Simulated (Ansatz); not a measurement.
WC: from a starting cell to a relaxed one

The start is a relaxed WC cell, doubled along one cell vector, shaken by Gaussian noise of σ = 0.08 Å a coordinate. The cell and all atomic positions are relaxed at zero pressure with PBE (plane waves to 420 eV, PAW, scalar-relativistic; Ansatz, a program for electronic structure). First-step values are on the input's coarse k-mesh.

Ansatz input (later rounds restart from its end on a renewed k-mesh):
Ansatz 0.2 input:
```yaml
crystal:
  lattice:
    - [5.2922143135, 0, 0]
    - [-5.2922143136, 9.1663840755, 0]
    - [0, 0, 3.0936459251]
  atoms:
    - { symbol: W, position: [0.5150845905, 0.0018197608, -0.0356930411] }
    - { symbol: W, position: [0.5118509893, 0.5042582091, 0.0044861914] }
    - { symbol: W, position: [0.5204219965, 0.2612901306, 0.0542676697] }
    - { symbol: W, position: [0.5076747335, 0.7598516842, 0.040939164] }
    - { symbol: W, position: [0.0024342527, 0.2614312276, 0.0140217362] }
    - { symbol: W, position: [-0.0204981962, 0.7580487224, 0.0028766848] }
    - { symbol: C, position: [0.0058798691, 0.000376869, 0.0141856641] }
    - { symbol: C, position: [0.0131961981, 0.5111861367, -0.0114965182] }
    - { symbol: C, position: [0.3305403043, 0.3220282003, 0.4804066937] }
    - { symbol: C, position: [0.3437894695, 0.8404526028, 0.5020311261] }
    - { symbol: C, position: [0.676533454, 0.1748056042, 0.5472954005] }
    - { symbol: C, position: [0.6682693235, 0.6762783494, 0.4900820783] }
basis: { ecutwfc: 420, ecutrho_ratio: 4, xc_grid: 2, fft_grid_basis: typed }
kpoints: { mp_grid: { grid: [5, 3, 8] } }
hamiltonian:
  xc: pbe
  dispersion: none
  pseudopotentials: { kind: paw }
scf: { occupations: { method: fermi_dirac, width: 0.05 } }
relax: { f_tol: 0.01, max_steps: 100, cell: { stress_tol: 0.02 } }
output: { forces: true, stress: true }
```

Q: What pressure does the first self-consistent step give?

A: +5 GPa (positive: the cell is compressed).

Q: By how much does the energy per atom fall from start to end?

A: 1.37 eV/atom.

Q: How does the volume change?

A: -15.8 %, from 12.51 to 10.53 Å³/atom.

Q: Is the parent structure recovered?

A: It does not go back: it reaches P-6m2 (No. 187), AFLOW prototype AB_hP2_187_d_a (B_h, as in WC), 1.29 eV/atom below the parent.

Q: How do the shortest distances between atoms change?

A: The closest pairs of elements (up to four, under 3.6 Å), start → end: C–W 1.95 → 2.21 Å; W–W 2.51 → 2.85 Å; C–C 2.95 → 2.85 Å.

Q: Is the relaxed structure metallic? Give its gap.

A: Zero (metallic).

Q: Write out the relaxed structure.

A: 
```cif
data_CW
_chemical_formula_sum 'W1 C1'
_space_group_name_H-M_alt 'P-6m2'
_space_group_IT_number 187
_space_group_name_Hall 'P -6 2'
_cell_length_a 2.92187
_cell_length_b 2.92187
_cell_length_c 2.84712
_cell_angle_alpha 90.000
_cell_angle_beta 90.000
_cell_angle_gamma 120.000
loop_
_atom_site_label
_atom_site_type_symbol
_atom_site_symmetry_multiplicity
_atom_site_Wyckoff_symbol
_atom_site_fract_x
_atom_site_fract_y
_atom_site_fract_z
_atom_site_occupancy
W1 W 1 e 0.66667 0.33333 0.00000 1
C1 C 1 d 0.33333 0.66667 0.50000 1
```

Final values are on a 18×18×16 k-mesh of the relaxed cell. No spin polarisation in the result.

Of the parent cell (P6/mmm (No. 191)): it is a generated cell of WC: the first start was made by placing the elements on the sites of a structure type, and the end was not matched to a known phase here, so it may be hypothetical. Known forms of WC include space group No. 187.
